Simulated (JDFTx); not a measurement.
Reference run:

- surface = Rh(100)
- bulk = Rh, Fm-3m, lattice of mp-74 (not re-optimised)
- slab = 5 atoms in 5 planes, 1x1, 7.6 Å between the outermost planes
- in-plane cell = 2.691 × 2.691 Å, 7.24 Å²
- cell height = 23.6 Å
- sampling = 8×8×1 k mesh, Fermi smearing 0.01 Ha, no spin polarisation

The reference is LDA, GBRV ultrasoft potentials, plane waves to 20/100 Ha; code: JDFTx (a modified build). Unrelaxed; liquid: CANDLE, water, 1 M NaCl. Potentials are on the SHE scale by the convention U = −μ/e − 4.44 V; references calibrated for a solvation model differ from this value. LDA and PBEsol take their own potentials, PW91 and RPBE those of PBE; the lattice is kept.

```tsv
functional	work function (eV)	U_pzc (V)	mean C above U_pzc (μF/cm²)	k states × plane waves	cycles, vacuum run	rough core time, vacuum run
LDA	5.42	0.68	14 over 0.5 V	15 × 4925	21	4 min
PBEsol	5.15	0.42	14 over 0.5 V	15 × 4925	21	4 min
RPBE	___	___	14 over 0.5 V	15 × 4925	22	4 min
```

### Question
Complete the blanks.

### Answer

- RPBE, work function (eV): 4.84
- RPBE, U_pzc (V): 0.09

Core times come from shared machines and are rough, one run each.
